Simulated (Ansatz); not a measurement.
HgS:
```
CELL_PARAMETERS angstrom
      0.00000     2.72621     2.72621
      2.72621     0.00000     2.72621
      2.72621     2.72621     0.00000
ATOMIC_POSITIONS crystal
  Hg 0.00000 0.00000 0.00000
  S  0.50000 0.50000 0.50000
```

Relaxed with PBEsol. Special points in fractions of this cell's reciprocal vectors: Γ (0.000, 0.000, 0.000); X (0.500, 0.000, 0.500); U (0.625, 0.250, 0.625); K (0.375, 0.375, 0.750); L (0.500, 0.500, 0.500); W (0.500, 0.250, 0.750).

### Question
List the band energies nearest the Fermi level at these points for PBEsol with spin–orbit coupling (plane waves, PAW; program Ansatz).

### Answer
In eV from the Fermi level; about four levels below and three above (degenerate sets whole), none deeper than 8.9 eV; points with the same levels are listed once.

```tsv
k	below	above
Γ	-1.44 -1.44 -1.44 -1.44 -0.80 -0.80	9.31 9.31 9.32 9.32 9.32 9.32
X	-2.77 -2.77 -1.86 -1.86	6.43 6.43 8.93 8.93
U	-4.03 -4.03 -1.73 -1.73	0.72 0.72 6.15 6.15
L	-5.76 -5.76 -4.84 -4.84	0.08 0.08 0.20 0.20
W	-3.72 -3.72 -3.57 -3.57	2.27 2.27 5.97 5.97
```

Space group Fm-3m (rock salt). The first step of the workflow began from a Materials Project structure, measured or hypothetical; the Crystallography Open Database copy checked does not list it. COD files the formula under space group No. 152, 154, 166, 216, so this cell is another polymorph or a model. Its standing as an ambient phase is unchecked. The cell was relaxed with PBEsol under the symmetry of its start; its stability against distortions is not shown here.

Potentials: the later of the program's two PAW sets.
